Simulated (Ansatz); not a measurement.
## Notes on W

```
CELL_PARAMETERS angstrom
-1.62355 1.62355 1.62355
1.62355 -1.62355 1.62355
1.62355 1.62355 -1.62355
ATOMIC_POSITIONS crystal
W 0.00000 0.00000 0.00000
```

Level: r2SCAN, no spin polarisation; 500 eV; 14×14×14 Γ-centred mesh; fermi-dirac occupations (width 0.1 eV); Ansatz 0.2.0, fixed geometry.

(1) What does the stress say?

(2) What happens at the Fermi level?

(3) What do density and ELF say about some of the short contacts?

Origin: a database entry at a rescaled volume. Caveats: atoms or cell far from equilibrium.

## Answers

(1) The pressure is -20.0 GPa (compression positive), so with the atoms held at these fractions the cell would first shrink.

(2) It is a metal, with about 0.36 states/eV a cell as the mean within 0.25 eV of the Fermi level, mostly W d (91 %).

(3) W–W at 2.81 Å: least valence density 0.38 e/Å³ and ELF 0.40 there. Both are smooth PAW fields, read partly inside the augmentation spheres.
